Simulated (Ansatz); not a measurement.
# Kick test of a cell of ZnInC6N6

It was reached by relaxing an invented guess, and it needn't be the stable form of this composition.

Theory: DFT PBE, scalar-relativistic, plane waves, PAW (Ansatz). Plane waves to 420 eV, a k mesh through Γ of 6×6×6 on the computed 14-atom cell and Gaussian smearing (0.10 eV); no spin polarisation.

The cell below (14 atoms, space group Fm-3m (No. 225)) is relaxed within its symmetry.

```
CELL_PARAMETERS angstrom
0.00000 5.53058 5.53058
5.53058 0.00000 5.53058
5.53058 5.53058 0.00000
ATOMIC_POSITIONS crystal
Zn 0.00000 0.00000 0.00000
In 0.50000 0.50000 0.50000
C 0.80594 0.19406 0.19406
C 0.19406 0.80594 0.19406
C 0.19406 0.19406 0.80594
C 0.19406 0.80594 0.80594
C 0.80594 0.19406 0.80594
C 0.80594 0.80594 0.19406
N 0.70065 0.29935 0.29935
N 0.29935 0.70065 0.29935
N 0.29935 0.29935 0.70065
N 0.29935 0.70065 0.70065
N 0.70065 0.29935 0.70065
N 0.70065 0.70065 0.29935
```

For the test it was strained at random (σ = 1.5 % a component), the atoms were moved at random (σ = 0.05 Å), and all was relaxed again on a coarse 4×4×4 mesh (in the run’s order of axes) with 0.20 eV smearing, with no symmetry imposed.

An odd number of electrons in the primitive cell allows no gap without spin; a larger cell or a magnetic state could open one. The cell is a metal run without spin, though a test with spin on the coarse mesh kept 1.0 μB a cell, so a magnetic state probably lies lower.

Question: Does it come back?

Answer: It returns, within 1 meV/atom of the unmoved cell on that mesh and with the same symmetry when read at 0.1 Å (P-1 at 0.01 Å, so small strains and shifts remain). So it is stable against the distortions that fit this cell and that this random move excites. Modes that don't fit the cell aren't tested.
